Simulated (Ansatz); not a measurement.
Lattice vibrations of CoRu$_{3}$ at Γ

Method: DFT PBE, scalar-relativistic, plane waves, PAW in Ansatz. Plane waves to 420 eV; Γ-centred k mesh 18×18×6; Gaussian smearing of 0.20 eV. Collinear spin, site moments 1.3, 0.0, 0.0, -0.1 μB. Phonons by linear response, acoustic sum rule imposed.

Relaxed structure:
```
Co Ru
1.0
     2.69302    0.00000    0.00000
    -1.34651    2.33223    0.00000
     0.00000    0.00000    8.37159
Co Ru
1 3
Direct
  0.66667 0.33333 0.00000
  0.33333 0.66667 0.75508
  0.33333 0.66667 0.24492
  0.66667 0.33333 0.50000
```

The cell was found from a structure generator's guess, not taken from experiment. In a metal, frequencies depend on the k mesh and the smearing, soft modes most.

Optical modes at Γ:
```csv
frequency (cm⁻¹),degeneracy
125,2
140,2
191,2
197,1
230,1
268,1
```

All 9 optical modes at Γ are real: no displacement of atoms at fixed cell lowers the energy to second order. Strains and modes at other wave vectors aren't tested by this run.
